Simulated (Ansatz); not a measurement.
Input file for Ansatz (a quantum-chemistry and plane-wave program):

Ansatz 0.2 input:
```yaml
crystal:
  lattice:
    - [3.0636993925, 0.0, 0.0]
    - [-1.5318496963, 2.6532415035, 0.0]
    - [0.0, 0.0, 4.3807651711]
  atoms:
    - { symbol: Mg, position: [0.0, 0.0, 0.0] }
    - { symbol: F, position: [0.3333333333, 0.6666666667, 0.2128747326] }
    - { symbol: F, position: [0.6666666667, 0.3333333333, 0.7871252674] }
kpoints:
  mp_grid: { grid: [8, 8, 5] }
hamiltonian:
  xc: hse06
  pseudopotentials: { azcp: { folder: ./paw }, kind: paw }
scf:
  n_extra_bands: 6
  occupations: { method: fixed }
output:
  eigenvalues: true
  eigenstates:
    e_range: [-9.0, 19.8]
    kpoints:
      - [-0.125, 0.0625, 0.0]  # VBM
      - [0.0, 0.0, 0.0]  # CBM
      - [0.0, 0.0, 0.0]  # GAMMA
      - [0.0, 0.0, 0.5]  # A
      - [0.3333333333, 0.3333333333, 0.0]  # K
      - [0.3333333333, 0.3333333333, 0.5]  # H
      - [0.5, 0.0, 0.0]  # M
      - [0.5, 0.0, 0.5]  # L
```

Output (shortened):

```
Pseudopotential: Mg, paw, valence charge 10
Pseudopotential: F, paw, valence charge 7
Functional definition: HSE06
davidson cushion auto → on  (no smearing: the cushion is to keep the highest requested band from converging to the state above it …
Crystal: 3 atoms, lattice volume = 35.610 Å³
Basis set: ecut = 420 eV, 699 PW (Γ)
Bands: 18, of which v1, the nominal top of the filled ones, is band 12 counted from 1 (11 counted from 0)
Symmetry: 12 space group operations
Space group: P-3m1 (ITA 164), of the structure as read, at distance tolerance 3.3e-5 Å
k-points: 40 of 320
SCF iter   1: F=—  HF=-3546.290155 eV  |F-HF|=—  |Δ(HF+E_count)|=         —  Δρ=1.09e-1  dr2=3.32e0  ethr=1.00e-1  ⟨swp⟩=5.6  Hψ=2567  notcnv=0
preconditioner: auto → none
SCF iter   2: F=—  HF=-3545.212410 eV  |F-HF|=—  |Δ(HF+E_count)|=    1.08e0  Δρ=4.56e-2  dr2=4.93e-1  ethr=1.38e-2  ⟨swp⟩=3.4  Hψ=1932  notcnv=0  defer=1
SCF iter   3: F=—  HF=-3545.195336 eV  |F-HF|=—  |Δ(HF+E_count)|=   1.71e-2  Δρ=1.92e-2  dr2=6.91e-2  ethr=2.06e-3  ⟨swp⟩=3.0  Hψ=1942  notcnv=0
iter 4 solved again at ethr=1.75e-5 eV; its pass at ethr=2.88e-4 eV (dr2=4.19e-3 eV) is discarded
SCF iter   4: F=-3545.207034 eV  HF=-3545.203941 eV  |F-HF|=3.09e-3  |Δ(HF+E_count)|=   8.60e-3  Δρ=4.10e-3  dr2=4.32e-3  ethr=1.75e-5  ⟨swp⟩=2.9  Hψ=3512  notcnv=0  defer=1
SCF 1 stopped early in 4 iterations: F = -3545.207034 eV  dr2 = 4.32e-3
Crystal: 3 atoms, lattice volume = 35.610 Å³
Exchange kernel: α = 0.2500, screened, ω = 0.2079 Å⁻¹, Wigner–Seitz truncation, v(0) = 1046.6381 eV·Å³, q-mesh 8×8×5, nearest image of the exchange supercell L …
Frozen-core exchange: fock
SCF iter   1: F=—  HF=-3545.282088 eV  |F-HF|=—  |Δ(HF+E_count)|=         —  Δρ=1.09e-2  dr2=4.07e-2  ethr=1.80e-4  ⟨swp⟩=4.5  Hψ=2582  notcnv=0
preconditioner: auto → none
SCF iter   2: F=—  HF=-3545.276971 eV  |F-HF|=—  |Δ(HF+E_count)|=   5.12e-3  Δρ=4.06e-3  dr2=3.50e-3  ethr=1.54e-4  ⟨swp⟩=2.0  Hψ=1602  notcnv=0
SCF iter   3: F=—  HF=-3545.281561 eV  |F-HF|=—  |Δ(HF+E_count)|=   4.59e-3  Δρ=4.60e-4  dr2=3.52e-5  ethr=1.24e-5  ⟨swp⟩=3.1  Hψ=2082  notcnv=0
SCF iter   4: F=—  HF=-3545.281562 eV  |F-HF|=—  |Δ(HF+E_count)|=   2.77e-7  Δρ=1.63e-4  dr2=6.49e-6  ethr=1.39e-7  ⟨swp⟩=3.4  Hψ=2112  notcnv=0  defer=1
SCF iter   5: F=-3545.281561 eV  HF=-3545.281561 eV  |F-HF|=6.14e-8  |Δ(HF+E_count)|=   3.01e-7  Δρ=1.80e-5  dr2=1.96e-6  ethr=1.90e-8  ⟨swp⟩=3.0  Hψ=1993  notcnv=0
SCF 2 stopped early in 5 iterations: F = -3545.281561 eV  dr2 = 1.96e-6
hybrid outer 1: dexx = +5.134e-3 eV, tail = 4.77e-5 eV
Crystal: 3 atoms, lattice volume = 35.610 Å³
Exchange kernel: α = 0.2500, screened, ω = 0.2079 Å⁻¹, Wigner–Seitz truncation, v(0) = 1046.6381 eV·Å³, q-mesh 8×8×5, nearest image of the exchange supercell L …
Frozen-core exchange: fock
SCF iter   1: F=—  HF=-3545.281714 eV  |F-HF|=—  |Δ(HF+E_count)|=         —  Δρ=1.02e-4  dr2=9.92e-7  ethr=9.94e-7  ⟨swp⟩=2.5  Hψ=1620  notcnv=0
preconditioner: auto → none
iter 2 solved again at ethr=3.62e-10 eV; its pass at ethr=3.77e-9 eV (dr2=8.70e-8 eV) is discarded
SCF iter   2: F=—  HF=-3545.281714 eV  |F-HF|=—  |Δ(HF+E_count)|=   7.74e-8  Δρ=2.45e-5  dr2=1.06e-7  ethr=3.62e-10  ⟨swp⟩=2.0  Hψ=4037  notcnv=0
SCF iter   3: F=-3545.281714 eV  HF=-3545.281714 eV  |F-HF|=2.08e-8  |Δ(HF+E_count)|=   1.76e-8  Δρ=9.06e-6  dr2=4.12e-8  ethr=3.62e-10  ⟨swp⟩=3.1  Hψ=2244  notcnv=0
SCF 3 converged in 3 iterations: F = -3545.281714 eV  dr2 = 4.12e-8
hybrid outer 2: dexx = +3.361e-7 eV, tail = 1.03e-7 eV, Δε = 1.77e-3 eV (about 1.53e-4 eV left of the loop's levels)
the search or the solves at the SCF's close seem to have found levels that the self-consistency loop had missed (the run counts 2) …
NSCF: frozen V_eff on 8 k-points
hybrid SCF converged: 2 outer / 8 inner (+4 warm-up), last move |dexx| = 3.36e-7 eV, tail = 1.03e-7 eV
Stability not checked (fock_operator)
Free energy (F): -3545.281714 eV
Frozen-core exchange: fock
Harris-Foulkes:  -3545.281714 eV  (|F-HF|=2.08e-8)
Internal energy: -3545.281714 eV  (E = F + TS)
E sigma→0 (E₀):  -3545.281714 eV
Fermi energy:    -0.443545 eV
--- Per-component energies (eV) ---
  E_band       = -502.729821
  E_kinetic    = 473.704406
  E_local      = -3054.416257  (includes V_loc(G=0)·N_el)
  E_nonlocal   = 365.455667
  E_hartree    = 1104.264255
  E_xc         = -146.519683
  E_vxc        = -186.459175  (∫ρ·V_xc dr)
  E_exx        = -105.418111  (= α·E_x^exact, valence–valence)
  E_paw        = -642.479829  (= ΣΔE_a)
  E_vpaw       = -98.705743  (= ΣTr[D̂ρ^β])
  E_aug_tail   = 0.001201  (compensation charges beyond the density's cutoff)
  E_ewald      = -1539.778088
  E_core_change = -0.095277  (= ΣΔE_core)
  E_smearing   =  0.000000  (= −TS)
  E_closure    =  0.000000  (closes the sum)
  Σ components = -3545.281714   (vs F -3545.281714, Δ=0.00e0)
  [band-id]    e_kinetic+e_local+e_nonlocal+2·e_hartree+e_vxc+2·e_exx+e_vpaw+e_augmentation_tail = -502.727613   (vs E_band -502.729821, Δ=2.21e-3)
--- Band table (eV; the first three rows and the last of 40) ---
  k-point 0: bands = ["-75.2019", "-40.1331", "-40.0882", "-40.0882", "-22.6192", "-21.5616", "-3.2064", "-1.8421", "-1.8421", "-1.0507", "-1.0507", "-0.4496", "8.7936", "13.8453", "18.0626", "22.2314", "22.2314", "22.9251"]
  k-point 1: bands = ["-75.2019", "-40.1332", "-40.0882", "-40.0882", "-22.5824", "-21.6047", "-3.0329", "-1.8211", "-1.8211", "-1.0725", "-1.0725", "-0.7412", "9.2952", "13.3215", "18.5500", "22.1471", "22.1471", "22.7676"]
  k-point 2: bands = ["-75.2019", "-40.1334", "-40.0882", "-40.0882", "-22.5148", "-21.6823", "-2.6260", "-1.7841", "-1.7841", "-1.3252", "-1.1105", "-1.1105", "10.5443", "12.0513", "19.6743", "22.0916", "22.0916", "22.4452"]
  k-point 39: bands = ["-75.1970", "-40.1400", "-40.1215", "-40.1184", "-21.8533", "-21.7856", "-3.4306", "-3.1997", "-2.8797", "-1.8539", "-0.9031", "-0.8077", "15.1588", "16.4308", "16.9501", "17.0740", "19.0684", "19.8892"]
```

Cost: very roughly 80 core-seconds on shared cores.

The points marked VBM and CBM come from a semilocal run.

The start of the workflow was typed in or built on a structure type; neither database checked (COD, Materials Project) lists it. It is not the phase usual at ambient conditions (space group No. 136). Symmetry was held in the r²SCAN+D4 relaxation; whether a distortion lowers the energy is not shown.

Potentials: the earlier of the program's two PAW sets.

Ansatz is a plane-wave DFT program.
